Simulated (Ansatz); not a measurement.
Energy landscape near a Hf$_{5}$Pb structure

Theory: Ansatz, DFT PBEsol, scalar-relativistic, plane waves, PAW.

Settings: cutoff 420 eV, Γ-centred mesh 12×12×4 on the computed 6-atom cell, Gaussian smearing of 0.10 eV; no spin polarisation.

Reference cell:

```
CELL_PARAMETERS angstrom
3.18664 0.00000 0.00000
0.00000 3.18664 0.00000
0.00000 0.00000 13.49849
ATOMIC_POSITIONS crystal
Hf 0.50000 0.50000 0.33448
Hf 0.50000 0.50000 0.66552
Hf 0.00000 0.00000 0.17599
Hf 0.00000 0.00000 0.82401
Hf 0.00000 0.00000 0.50000
Pb 0.50000 0.50000 0.00000
```

Each variant moves atoms of this cell by the vectors given, if any (Å), and then applies a symmetric strain (tensor components, Cartesian axes). The reference cell isn't relaxed at this level. Energies are per atom at zero smearing, counted from the lowest variant. Pressure is positive in compression.

1. strain (xx yy zz yz xz xy, %) -3.10 -3.10 -4.60 0.00 0.00 0.00; moves: Hf1 (0.000, 0.000, -0.047); Hf2 (0.000, 0.000, 0.047); Hf3 (0.000, 0.000, -0.023); Hf4 (0.000, 0.000, 0.023)
2. strain (xx yy zz yz xz xy, %) 0.55 0.55 -5.45 0.00 0.00 0.00; moves: Hf1 (0.000, 0.000, 0.021); Hf2 (0.000, 0.000, -0.021); Hf3 (0.000, 0.000, 0.102); Hf4 (0.000, 0.000, -0.102)
3. strain (xx yy zz yz xz xy, %) 0.66 0.66 2.16 0.00 0.00 0.00; moves: Hf1 (0.000, 0.000, -0.052); Hf2 (0.000, 0.000, 0.052); Hf3 (0.000, 0.000, -0.001); Hf4 (0.000, 0.000, 0.001)

| result | ΔE (meV/atom) | P (GPa) | largest force (eV/Å) |
| --- | --- | --- | --- |
| A | 0.0 | 2.63 | 0.69 |
| B | 30.5 | 10.20 | 0.70 |
| C | 0.3 | -5.46 | 0.30 |

Q: Which variant gave which result?

A: A is 2, B is 1, C is 3. The pressure falls as the cell grows: from the smallest volume to the largest the variants are 1, 2, 3.

Spin–orbit coupling is left out, which can shift energies with elements as heavy as these.